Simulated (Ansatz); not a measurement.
The elements of this relaxed trial crystal are hidden behind letters.

```
lattice vectors (Å)
  -3.0861    3.0861    2.9574
   3.0861   -3.0861    2.9574
   3.0861    3.0861   -2.9574
fractional positions
X 0.2456 0.2456 0.4913
X 0.7544 0.7544 0.5087
X 0.2456 0.7544 0.0000
X 0.7544 0.2456 0.0000
Z 0.5000 0.5000 0.0000
```

Computed with DFT PBE, scalar-relativistic, plane waves, PAW (Ansatz 0.2.0). Settings of the last relaxation (5-atom cell): 420 eV, 10×10×10 k points, Gaussian smearing of 0.10 eV, no spin polarisation.

- Space group: I4/mmm (No. 139)
- Conventional cell: a = 6.172 Å, c = 5.915 Å
- Volume per atom: 22.53 Å³
- Density: 5.66 g/cm³
- Energy over the elements: +0.08 eV/atom
- Gap on the 10×10×10 mesh of the 5-atom cell: 0 eV (a metal)

Energies are uncorrected and count from the elements' standard states at the same level.

**Question.** X is a d-block element of period 5 and Z is a p-block element of period 2. Which elements are they?

**Answer.** X = Zr, Z = F, so the formula is Zr4F. Density times volume gives a mean mass of 5.66 × 22.53/1.6605 = 76.8 u per atom, and this set has 76.8 u. Zr has 1 F at 2.22 Å and 6 Zr at 2.96–3.14 Å; F is surrounded by 4 Zr at 2.22 Å. Other sets within the hints have nearly the same mass, so mass alone doesn't settle it; this one was computed.

The cell is a metal run without spin, though a test with spin on the coarse mesh kept 1.1 μB a cell, so a magnetic state probably lies lower. Symmetry constrained the relaxation, so the result can be a saddle point.
